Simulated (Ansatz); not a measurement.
A scan (energy over volume and axial ratio; atoms clamped) gave these values. Computed with r2SCAN (plane waves to 500 eV, PAW, scalar-relativistic; Ansatz, a first-principles code).

The shear modulus C′ = (C11 − C12)/2 (fit, atoms clamped) is 21 GPa.

Problem. Of these crystals, all scanned alike, which one is it?
(A) BeTe (zinc blende)
(B) CsPbBr₃ (cubic perovskite)
(C) TiC (rock salt)
(D) CuI (zinc blende)

Solution. B, CsPbBr₃ (cubic perovskite). The others have, for the shear modulus C′ = (C11 − C12)/2: TiC 200 GPa, CuI 9 GPa, BeTe 32 GPa

All were relaxed with their symmetry unable to fall. CuI is run without spin polarisation. Spin-orbit coupling is left out. This is a high-temperature form of CsPbBr3. TiC is run without spin polarisation.

(Under strain, the slope of the energy per volume gives the stress and its curvature an elastic modulus.)
